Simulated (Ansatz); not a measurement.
NiSi (MnP type, space group Pnma)

```yaml
crystal:
  lattice:
    - [5.10471, 0.00000, 0.00000]
    - [0.00000, 3.36011, 0.00000]
    - [0.00000, 0.00000, 5.50384]
  atoms:
    - { symbol: Ni, position: [0.50941, 0.25000, 0.68692] }
    - { symbol: Ni, position: [0.00941, 0.25000, 0.81308] }
    - { symbol: Ni, position: [0.49059, 0.75000, 0.31308] }
    - { symbol: Ni, position: [0.99059, 0.75000, 0.18692] }
    - { symbol: Si, position: [0.67878, 0.25000, 0.08722] }
    - { symbol: Si, position: [0.17878, 0.25000, 0.41278] }
    - { symbol: Si, position: [0.32122, 0.75000, 0.91278] }
    - { symbol: Si, position: [0.82122, 0.75000, 0.58722] }
```

The slice is a (001) plane (indices of the conventional cell) through the point (0.509, 0.250, 0.687) (fractional), spanned by u = [010] and v = [100] in vectors of this cell: u (3.36 Å) and v (5.10 Å, at 90° to u). It covers one period; positions are fractions (u, v).

Calculation: PBEsol (plane waves to 420 eV, PAW, scalar-relativistic; Ansatz, a program for electronic structure). k mesh 9×14×9. These are valence fields of a PAW run, semicore shells included where kept as valence: close to a nucleus they are smooth pseudo fields. NiSi is run without spin polarisation. NiSi was relaxed with its symmetry unable to fall. The PAW data are Ansatz's earlier set.

**Question.** Predict the map of the electrostatic potential energy of an electron, from the cell's mean on the slice.

**Answer.** 
```
|xxxxxxxx448899998844xxxxxx|
|xxxxxxxx668888888866xxxxxx|
|xxxxxx5577777777777755xxxx|
|22446688887777777788886644|
|77889999998877778899999988|
|77778899999988889999998877|
|22446688999999999999886644|
|xxxx11779999999999997711xx|
|xxxxxx4477888888887744xxxx|
|xxxxxx2255443333445522xxxx|
|xxxxxx1111xxxxxxxx1111xxxx|
|xxxx0011xxxxxxxxxxxx1100xx|
|33444411xxxxxxxxxxxx114444|
|77776611xxxxxxxxxxxx116677|
|88886633xxxxxxxxxxxx336688|
|2233554400xxxxxxxx00445533|
|xxxxxx3333110000113333xxxx|
|xxxxxxxx556666666655xxxxxx|
|xxxxxxxx448899998844xxxxxx|
|xxxxxxxx338899998833xxxxxx|
```
Scale: ten equal steps from 1.00 (start of '0') to 9.12 (end of '9'), in the order '0123456789'. Values: electrostatic potential energy of an electron, from the cell's mean, in eV. The map has 13 points along u (two characters each, u = 0 at the left) and 20 along v (v = 0 in the bottom row). Points within 1 Å of a nucleus are blanked (x), as the pseudised field means little there. Values under 1 eV are set to 1. The zero, the cell's mean, hangs on the PAW cores.
